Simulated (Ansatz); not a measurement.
Input and command of a plane-wave DFT calculation in Ansatz:

```yaml
crystal:
  lattice:
    - [4.874211893, 0.0, 0.0]
    - [-2.4371059465, 4.2211913227, 0.0]
    - [0.0, 0.0, 3.0769594186]
  atoms:
    - { symbol: Sb, position: [0.0, 0.0, 0.0] }
    - { symbol: Au, position: [0.3333333333, 0.6666666667, 0.5] }
    - { symbol: Au, position: [0.6666666667, 0.3333333333, 0.5] }
basis:
  ecutwfc: 420
kpoints:
  mp_grid: { grid: [12, 12, 16] }
hamiltonian:
  xc: pbe
scf:
  occupations: { method: gaussian, width: 0.1 }
output:
  forces: true
  stress: true
  eigenvalues: true
relax:
  adjacent_minimum: "off"
  f_tol: 0.01
  max_steps: 80
  cell: { stress_tol: 0.05 }
```

```bash
ansatz run input.yaml --threads 1 --pin off --max-ram 2560MiB --backend cpu --events-out ev --progress --plain --runs-dir out
```

Processor: Arm Neoverse V2, 1 thread, on a host shared with other jobs.

Estimate time, memory and problem size.

About 2.4 min on 1 thread of Arm Neoverse V2, on a shared host, peak memory 0.53 GiB. It solves 32 bands at 171 k points (the mesh reduced by the symmetry that the task leaves, which can be less than the crystal's) with about 1193 plane waves (on the last cell), in 59 SCF iterations over 10 ionic steps.
